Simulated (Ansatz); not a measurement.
Two inputs for BaTiO3 with arsenic replacing Ti

Cell: a supercell of BaTiO3 (cubic perovskite type, Pm-3m) built from a measured structure from the Crystallography Open Database (COD), with all atoms left at the host's positions.

Space group Im-3m (No. 229); a = 8.0120 Å.

| site | Wyckoff | site symmetry | x | y | z |
| --- | --- | --- | --- | --- | --- |
| Ba | 8c | .-3m | 0.2500 | 0.2500 | 0.2500 |
| As | 2a | m-3m | 0.0000 | 0.0000 | 0.0000 |
| Ti | 6b | 4/mm.m | 0.0000 | 0.0000 | 0.5000 |
| O9 | 12e | 4m.m | 0.2500 | 0.0000 | 0.0000 |
| O10 | 12d | -4m.2 | 0.2500 | 0.0000 | 0.5000 |

One atom of each set is listed; the run and its k-mesh use a cell of 20 atoms with edges of 6.94, 6.94, 6.94 Å.

Reference run. Method: Kohn–Sham DFT in Ansatz, PBE, plane waves and PAW, scalar-relativistic, 420 eV cutoff, Γ-centred 3×3×3 k-points, Fermi–Dirac smearing 0.01 eV, cell charge +1.

(1) The input is changed as follows: `hamiltonian.dispersion`: not typed → d3bjatm; `hamiltonian.xc`: pbe → rpbe. What happens to V_zz (10²¹ V/m²) and η?

Results:

(1) 

```tsv
site	V_zz reference	η reference	V_zz changed	η changed
Ba	1.49	0.00	1.38	0.00
As	0.00	–	0.00	–
Ti	4.05	0.00	3.99	0.00
O9	13.71	0.00	13.84	0.00
O10	2.51	0.00	2.68	0.00
```

The largest change of V_zz is on O10, from 2.51 to 2.68. In per cent, |V_zz| changes by -8 on Ba, -1 on Ti, +1 to +7 on O (all sites that start above 0.5). The dispersion term itself leaves the density as it is. Its pressure is -18 GPa, against 3 GPa in the reference run. SCF iterations: 8 and 8.

On the reference run: The defect repeats with the cell of 20 atoms, so it feels its images: sites between two images don't show the values beside a lone defect, and zeros or small values of η there can come from the images' arrangement. O carries a gradient in the pure host already, so the values there aren't the defect's effect alone. This high-symmetry form of BaTiO3 is unstable when cold, to polar off-centring of Ti. The symmetry of the cell holds that distortion back, wholly or in part, and it would change the field gradients, the more the larger the distortion. A uniform background compensates the cell's charge. Without spin–orbit coupling (the program notes it for Ba) the gradients can shift somewhat, as the gap is small. The neighbours have not yet relaxed around the defect (largest force 1.7 eV/Å), so a real crystal will differ.
